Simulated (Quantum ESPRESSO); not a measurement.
# Si2TaHfO7N: a curve over strain

Simulated, not a measurement. The program is pw.x of Quantum ESPRESSO 7.5 (plane-wave density functional theory). The cell is made up: 12 atoms on a fluorite lattice, with randomly drawn elements, strain and displacements, not relaxed. PseudoDojo standard norm-conserving files (v0.5 for PBE, v0.4.1 for LDA and PBEsol) set the functional; there is no spin polarisation, spin-orbit coupling or dispersion term, and the masses in the input are unused placeholders. A spin-polarised start on this cell or one of its family kept no moment above 0.05 Bohr magneton at the same smearing; a narrower smearing was not tried.

The hafnium pseudopotential is less sure than the others, with forces about 3 percent (worst 6) and pressure in oxides about 1.5 GPa (worst 2.7) from a second method in checks, which no rerun with the same files tests.

Seven runs add a strain to one cell (along z); the atoms follow the cell and are not relaxed. Stress in the table is positive in tension.

Input of the run at -0.0008:

```
&control calculation='scf', pseudo_dir='./dojo.nc.sr.pbe.v0_5.standard.upf', outdir='./o', disk_io='medium', tprnfor=.true., tstress=.true. /
&system ibrav=0, nat=12, ntyp=5, nbnd=50, ecutwfc=84.00895049, nosym=.true., tot_charge=0,
 occupations='smearing', smearing='fd', degauss=0.0073498644
/
&electrons conv_thr=7.350e-09, electron_maxstep=60, /
ATOMIC_SPECIES
Hf 1.0 Hf.upf
N 1.0 N.upf
O 1.0 O.upf
Si 1.0 Si.upf
Ta 1.0 Ta.upf
CELL_PARAMETERS angstrom
4.8241 0.0 0.0
0.0 4.8241 0.0
0.0 0.0 4.8202
ATOMIC_POSITIONS angstrom
Si -0.0204 0.03 0.051
Ta -0.048 2.4061 2.3596
Hf 2.5071 0.0174 2.421
Si 2.4006 2.4094 -0.025
O 1.1801 1.2349 1.2564
O 1.1665 1.2828 3.5849
O 1.1767 3.5551 1.243
O 1.2367 3.5868 3.631
O 3.6181 1.153 1.2207
O 3.6272 1.2523 3.6022
N 3.7191 3.5898 1.24
O 3.61 3.7187 3.6393
K_POINTS automatic
7 7 7 1 1 1
```

```
added strain  free energy less that of the input shown (eV)  stress xx (GPa)  stress yy (GPa)  stress zz (GPa)  stress xy (GPa)  pressure (GPa)  iterations
     -0.0158                                         0.1930           -15.54           -18.72           -23.40             2.41           19.22          14
     -0.0109                                         0.1184           -14.76           -18.13           -20.05             2.38           17.65          14
     -0.0008                                         0.0000           -13.30           -16.98           -13.34             2.30           14.54          14
     +0.0066                                        -0.0570           -12.33           -16.21            -8.60             2.25           12.38          14
     +0.0097                                        -0.0734           -11.96           -15.91            -6.65             2.23           11.50          14
     +0.0210                                        -0.0987           -10.71           -14.86             0.23             2.15            8.44          14
     +0.0231                                        -0.0982           -10.49           -14.67             1.47             2.14            7.90          14
```

A cubic fit gives a slope of stress zz against the added strain of 649 GPa at zero added strain, with the atoms clamped. Across the table the free energy follows the integral of the stress to within 1.4 meV. A rerun of one of the cells at a cutoff of 1437 eV and k mesh 9 x 9 x 9 moved values by no more than 0.005 eV in energy, 0.05 GPa in stress and 0.011 eV/Å in force.